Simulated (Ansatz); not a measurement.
An Ansatz (a first-principles code) run. Input:

Ansatz 0.2 input:
```yaml
crystal:
  lattice:
    - [2.4544640236, 0.0, 0.0]
    - [-1.2272320118, 2.1256281971, 0.0]
    - [0.0, 0.0, 26.0]
  periodic: [true, true, false]
  atoms:
    - { symbol: C, position: [0.6666666667, 0.3333333333, 0.5] }
    - { symbol: C, position: [0.3333333333, 0.6666666667, 0.5] }
kpoints:
  mp_grid: { grid: [12, 12, 1] }
hamiltonian:
  xc: hse06
  pseudopotentials: { kind: paw }
scf:
  n_extra_bands: 6
  occupations: { method: gaussian, width: 0.02 }
output:
  eigenvalues: true
  eigenstates:
    e_range: [-9.0, 4.0]
    kpoints:
      - [0.0, 0.0, 0.0]  # GAMMA
      - [0.5, 0.0, 0.0]  # M
      - [0.3333333333, 0.3333333333, 0.0]  # K
```

Output (shortened):

```
Pseudopotential: C, paw, valence charge 4
Functional definition: HSE06
Crystal: 2 atoms, lattice volume = 135.649 Å³
Basis set: ecut = 420 eV, 2541 PW (Γ)
Bands: 10, of which v1, the nominal top of the filled ones, is band 4 counted from 1 (3 counted from 0)
Symmetry: 24 space group operations
Space group: P6/mmm (ITA 191), of the structure as read, at distance tolerance 5.1e-5 Å
k-points: 19 of 144
SCF iter   1: F=—  HF=-501.873675 eV  |F-HF|=—  |Δ(HF+E_count)|=         —  Δρ=1.52e-3  dr2=2.73e-3  ethr=1.77e-3  ⟨swp⟩=15.2  Hψ=1560  notcnv=1
preconditioner: auto → none
SCF iter   2: F=—  HF=-501.873742 eV  |F-HF|=—  |Δ(HF+E_count)|=   6.63e-5  Δρ=8.10e-4  dr2=9.84e-4  ethr=3.41e-5  ⟨swp⟩=4.7  Hψ=589  notcnv=0  defer=52
iter 3 solved again at ethr=1.28e-7 eV; its pass at ethr=1.23e-5 eV (dr2=1.02e-5 eV) is discarded
SCF iter   3: F=—  HF=-501.873720 eV  |F-HF|=—  |Δ(HF+E_count)|=   2.14e-5  Δρ=9.69e-5  dr2=1.09e-5  ethr=1.28e-7  ⟨swp⟩=4.5  Hψ=1087  notcnv=0  defer=17
SCF iter   4: F=—  HF=-501.873788 eV  |F-HF|=—  |Δ(HF+E_count)|=   6.79e-5  Δρ=1.10e-5  dr2=1.05e-7  ethr=1.28e-7  ⟨swp⟩=2.4  Hψ=941  notcnv=0  defer=11
SCF iter   5: F=-501.873794 eV  HF=-501.873794 eV  |F-HF|=1.91e-8  |Δ(HF+E_count)|=   5.43e-6  Δρ=1.02e-6  dr2=6.04e-10  ethr=1.31e-9  ⟨swp⟩=5.2  Hψ=587  notcnv=0  defer=9
SCF 1 converged in 5 iterations: F = -501.873794 eV  dr2 = 6.04e-10
Crystal: 2 atoms, lattice volume = 135.649 Å³
Exchange kernel: α = 0.2500, screened, ω = 0.2079 Å⁻¹, Wigner–Seitz truncation, v(0) = 1046.9137 eV·Å³, q-mesh 12×12×1, nearest image of the exchange supercell …
Frozen-core exchange: fock
iter 1 solved again at ethr=7.03e-5 eV; its pass at ethr=1.00e-1 eV (dr2=5.62e-3 eV) is discarded
SCF iter   1: F=—  HF=-501.884045 eV  |F-HF|=—  |Δ(HF+E_count)|=         —  Δρ=3.00e-3  dr2=5.95e-3  ethr=7.03e-5  ⟨swp⟩=7.9  Hψ=1208  notcnv=0
preconditioner: auto → none
SCF iter   2: F=—  HF=-501.883128 eV  |F-HF|=—  |Δ(HF+E_count)|=   9.17e-4  Δρ=1.35e-3  dr2=9.19e-4  ethr=7.03e-5  ⟨swp⟩=2.4  Hψ=360  notcnv=0  defer=1
SCF iter   3: F=—  HF=-501.882801 eV  |F-HF|=—  |Δ(HF+E_count)|=   3.26e-4  Δρ=1.83e-4  dr2=3.57e-5  ethr=1.15e-5  ⟨swp⟩=3.4  Hψ=433  notcnv=0  defer=2
SCF iter   4: F=—  HF=-501.882788 eV  |F-HF|=—  |Δ(HF+E_count)|=   1.32e-5  Δρ=6.55e-5  dr2=5.29e-6  ethr=4.43e-7  ⟨swp⟩=3.1  Hψ=363  notcnv=0  defer=1
SCF iter   5: F=-501.882785 eV  HF=-501.882786 eV  |F-HF|=2.68e-7  |Δ(HF+E_count)|=   2.50e-6  Δρ=1.56e-5  dr2=3.64e-7  ethr=6.56e-8  ⟨swp⟩=2.6  Hψ=282  notcnv=0  defer=1
SCF 2 stopped early in 5 iterations: F = -501.882785 eV  dr2 = 3.64e-7
hybrid outer 1: dexx = +1.718e-3 eV, tail = 9.77e-6 eV
Crystal: 2 atoms, lattice volume = 135.649 Å³
Exchange kernel: α = 0.2500, screened, ω = 0.2079 Å⁻¹, Wigner–Seitz truncation, v(0) = 1046.9137 eV·Å³, q-mesh 12×12×1, nearest image of the exchange supercell …
Frozen-core exchange: fock
SCF iter   1: F=—  HF=-501.882821 eV  |F-HF|=—  |Δ(HF+E_count)|=         —  Δρ=2.56e-5  dr2=4.25e-7  ethr=6.11e-7  ⟨swp⟩=6.6  Hψ=714  notcnv=0
preconditioner: auto → none
SCF iter   2: F=-501.882821 eV  HF=-501.882821 eV  |F-HF|=2.30e-8  |Δ(HF+E_count)|=   1.08e-7  Δρ=1.01e-5  dr2=5.43e-8  ethr=5.20e-9  ⟨swp⟩=3.2  Hψ=330  notcnv=0
SCF 3 converged in 2 iterations: F = -501.882821 eV  dr2 = 5.43e-8
hybrid outer 2: dexx = +2.254e-7 eV, tail = 1.22e-7 eV, Δε = 2.18e-3 eV (about 2.38e-4 eV left of the loop's levels)
the last iteration of the SCF fills more bands at one k-point than at another …
NSCF: frozen V_eff on 3 k-points
hybrid SCF converged: 2 outer / 7 inner (+5 warm-up), last move |dexx| = 2.25e-7 eV, tail = 1.22e-7 eV
Stability not checked (fock_operator)
Free energy (F): -501.882821 eV
Frozen-core exchange: fock
Harris-Foulkes:  -501.882821 eV  (|F-HF|=2.30e-8)
Internal energy: -501.882508 eV  (E = F + TS)
E sigma→0 (E₀):  -501.882665 eV
Entropy (-TS):   -0.000313 eV (-0.157 meV/atom)
Fermi energy:    -4.286716 eV
--- Per-component energies (eV) ---
  E_band       = -119.668398
  E_kinetic    = 181.798229
  E_local      = -6807.582235  (includes V_loc(G=0)·N_el)
  E_nonlocal   = 53.763007
  E_hartree    = 3298.067932
  E_xc         = -77.748311
  E_vxc        = -95.297368  (∫ρ·V_xc dr)
  E_exx        = -18.005356  (= α·E_x^exact, valence–valence)
  E_paw        = -198.914361  (= ΣΔE_a)
  E_vpaw       = -12.476796  (= ΣTr[D̂ρ^β])
  E_aug_tail   = 0.000015  (compensation charges beyond the density's cutoff)
  E_ewald      = 3066.773008
  E_core_change = -0.034436  (= ΣΔE_core)
  E_smearing   = -0.000313  (= −TS)
  E_closure    =  0.000000  (closes the sum)
  Σ components = -501.882821   (vs F -501.882821, Δ=-5.68e-14)
  [band-id]    e_kinetic+e_local+e_nonlocal+2·e_hartree+e_vxc+2·e_exx+e_vpaw+e_augmentation_tail = -119.669996   (vs E_band -119.668398, Δ=-1.60e-3)
--- Band table (eV; the first three rows and the last of 19) ---
  k-point 0: bands = ["-26.4735", "-13.2530", "-8.3183", "-8.3183", "-0.8196", "-0.1321", "0.3836", "0.6056", "1.5210", "1.9144"]
  k-point 1: bands = ["-26.2934", "-13.0309", "-9.0252", "-8.6849", "-0.5927", "0.0972", "0.6140", "0.8354", "1.7502", "2.1434"]
  k-point 2: bands = ["-25.7549", "-12.3682", "-10.8176", "-9.5501", "0.0883", "0.7840", "1.3053", "1.5242", "2.4380", "2.8292"]
  k-point 18: bands = ["-18.8636", "-18.8636", "-16.5261", "-4.2867", "-4.2867", "6.8378", "9.3826", "9.3826", "9.7149", "10.8546"]
  the weakly bound empty levels are not read free of the cell's end (exact_exchange)
```

Cost: very roughly 110 core-seconds on shared cores.

A layer that has been made, often on a substrate. It is flat by the symmetry kept. The r²SCAN+D4 relaxation kept the symmetry of its start; its stability against distortions is not shown here.

Potentials: the later of the program's two PAW sets.

Ansatz is a plane-wave DFT program.
